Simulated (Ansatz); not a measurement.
RuTe2 (space group Pa-3)

```
CELL_PARAMETERS angstrom
      6.44165     0.00000     0.00000
      0.00000     6.44165     0.00000
      0.00000     0.00000     6.44165
ATOMIC_POSITIONS crystal
  Te 0.37339 0.37339 0.37339
  Te 0.62661 0.62661 0.62661
  Te 0.12661 0.62661 0.87339
  Te 0.87339 0.37339 0.12661
  Te 0.87339 0.12661 0.62661
  Te 0.12661 0.87339 0.37339
  Te 0.62661 0.87339 0.12661
  Te 0.37339 0.12661 0.87339
  Ru 0.00000 0.00000 0.00000
  Ru 0.50000 0.00000 0.50000
  Ru 0.50000 0.50000 0.00000
  Ru 0.00000 0.50000 0.50000
```

This relaxed cell (volume V₀) is scaled evenly in all directions, its shape held. The atoms relax within the cell's symmetry.

Level of theory: r2SCAN (plane waves to 500 eV, PAW, scalar-relativistic; Ansatz, a first-principles code). k mesh 4×4×4 (Γ-centred), Fermi-Dirac smearing 0.05 eV. E stands for the smeared free energy. Stress and pressure are positive under compression. RuTe2 is run without spin polarisation. RuTe2 was relaxed with its symmetry unable to fall. Spin-orbit coupling is left out, though Te is heavy. The zero of ΔE is the relaxed starting cell.

The scan covers V/V₀ from 0.900 to 1.100 in 11 points.

Problem. What is the fitted pressure derivative B₀′?

Solution. 5.1.

Problem. What bulk modulus B₀ follows from a third-order Birch-Murnaghan fit?

Solution. 119 GPa.

(Under strain, the slope of the energy per volume gives the stress and its curvature an elastic modulus.)
